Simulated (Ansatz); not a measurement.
Input and command of a plane-wave DFT calculation in Ansatz:

```yaml
crystal:
  lattice:
    - [2.0507913565, -5.0656899569, 0.0]
    - [2.0507913565, 5.0656899569, 0.0]
    - [0.0, 0.0, 3.6910047181]
  atoms:
    - { symbol: "Y", position: [0.1410924191, 0.8589075809, 0.25] }
    - { symbol: "Y", position: [0.8589075809, 0.1410924191, 0.75] }
    - { symbol: Si, position: [0.423726187, 0.576273813, 0.25] }
    - { symbol: Si, position: [0.576273813, 0.423726187, 0.75] }
basis:
  ecutwfc: 420
kpoints:
  mp_grid: { grid: [10, 10, 12] }
hamiltonian:
  xc: pbesol
scf:
  occupations: { method: gaussian, width: 0.1 }
output:
  forces: true
  stress: true
  eigenvalues: true
relax:
  adjacent_minimum: "off"
  f_tol: 0.01
  max_steps: 30
  cell: { stress_tol: 0.1, fix: [volume] }
```

```bash
ansatz run input.yaml --threads 1 --pin off --max-ram 2560MiB --backend cpu --events-out ev --progress --plain --runs-dir out
```

Processor: Intel(R) Xeon(R) Processor @ 2.50GHz (Skylake/Cascade Lake), 1 thread, on a host shared with other jobs.

Question: Estimate time, memory and problem size.

Answer: About 2.7 min on 1 thread of Intel(R) Xeon(R) Processor @ 2.50GHz (Skylake/Cascade Lake), on a shared host, peak memory 0.59 GiB. It solves 19 bands at 217 k points (the mesh reduced by symmetry) with about 1475 plane waves, in 21 SCF iterations over 4 ionic steps.
